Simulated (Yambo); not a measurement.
Excitons in KScS2O8

```xyz
12
Lattice="4.2705 -2.6845 0.0000 4.2705 2.6845 0.0000 -0.6637 0.0000 8.1558" Properties=species:S:1:pos:R:3 pbc="T T T"
O      2.4348     0.0000     2.9867
O      5.4425     0.0000     5.1692
O      3.8899     1.2132     1.4708
O      3.9874    -1.2132     6.6850
O      3.9874     1.2132     6.6850
O      3.8899    -1.2132     1.4708
O      2.0054     0.0000     0.5619
O      5.8719     0.0000     7.5939
S      3.0213     0.0000     1.6514
S      4.8560     0.0000     6.5044
K     -0.3319     0.0000     4.0779
Sc     0.0000     0.0000     0.0000
```

The geometry is that of Materials Project entry mp-1211342, symmetrised and not relaxed again.

BSE in Yambo on norm-conserving LDA (Quantum ESPRESSO, 84 Ry, scalar-relativistic) bands: 4×4×2 mesh, 18 valence and 15 conduction bands, static screening with 109 bands and a 3 Ry block, scissor 3.81 eV, Tamm-Dancoff; field along x.

```json
[
 {"state": "1", "energy (eV)": "6.45", "states within 2 meV": "1", "relative strength": "< 0.01", "class": "dark", "main transitions": "VB → CB (86 %)"},
 {"state": "2", "energy (eV)": "6.67", "states within 2 meV": "1", "relative strength": "< 0.01", "class": "dark", "main transitions": "several band pairs"},
 {"state": "3", "energy (eV)": "6.68", "states within 2 meV": "1", "relative strength": "0.03", "class": "weak", "main transitions": "several band pairs"},
 {"state": "4", "energy (eV)": "6.70", "states within 2 meV": "1", "relative strength": "< 0.01", "class": "dark", "main transitions": "several band pairs"},
 {"state": "5", "energy (eV)": "6.79", "states within 2 meV": "3", "relative strength": "0.08", "class": "strong", "main transitions": "several band pairs"},
 {"state": "6", "energy (eV)": "6.83", "states within 2 meV": "1", "relative strength": "< 0.01", "class": "weak", "main transitions": "several band pairs"}
]
```

These are vertical excitations (zero momentum). The direct quasiparticle gap on this mesh is 8.00 eV; counted from there, state 1 is bound by 1.56 eV. Convergence with the mesh was not shown.

Spin singlets only. Strengths are relative to the strongest of the lowest states of this run; strong means a line over 3 % of the spectrum's maximum, dark under 0.03 %. Absolute energies carry the error of the G0W0 scissor, whose convergence isn't established; the long-wavelength screening was taken along (1,1,1) although the crystal is anisotropic.

The structure is a Materials Project entry; no match was found in the copy of COD used, and its stability was not checked.
